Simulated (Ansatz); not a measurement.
The relaxed structure here is a generated cell of FeCo: the first start was made by placing the elements on the sites of a structure type, and the end was not matched to a known phase here, so it may be hypothetical. Known forms of FeCo include space group No. 221.

The end point of a relaxation of FeCo. Space group R-3m (No. 166), AFLOW prototype AB_hR2_166_a_b (L1_1, as in CuPt). Level of theory: PBEsol (plane waves to 420 eV, PAW, scalar-relativistic; Ansatz, a first-principles code).

Space group R-3m, hexagonal axes (No. 166); a = 2.472 Å, b = 2.472 Å, c = 12.101 Å, α = 90.00°, β = 90.00°, γ = 120.00°

```tsv
atom	site	symmetry	x	y	z
Fe	3a	-3m	0.0000	0.0000	0.0000
Co	3b	-3m	0.0000	0.0000	0.5000
```
(The calculation used a cell of 2 atoms; values per cell refer to that cell.)

```json
{
 "volume_per_atom": "10.67 Å³",
 "band_gap": "zero (metallic)",
 "magnetic_moment": "net 1.85 μB/atom, ferromagnetic",
 "shortest_distances": "Co–Fe 2.47 Å; Fe–Fe 2.47 Å; Co–Co 2.47 Å",
 "k-mesh": "20×20×20"
}
```

Spin state reached: ferromagnetic (net 1.85 μB/atom), from parallel starting moments; other spin orders were not run from this start.

The run could not lose the symmetry of its start; a randomly shaken copy of 4 atoms returns to this structure.

All atoms sit on sites fixed by symmetry, so only the cell could relax.
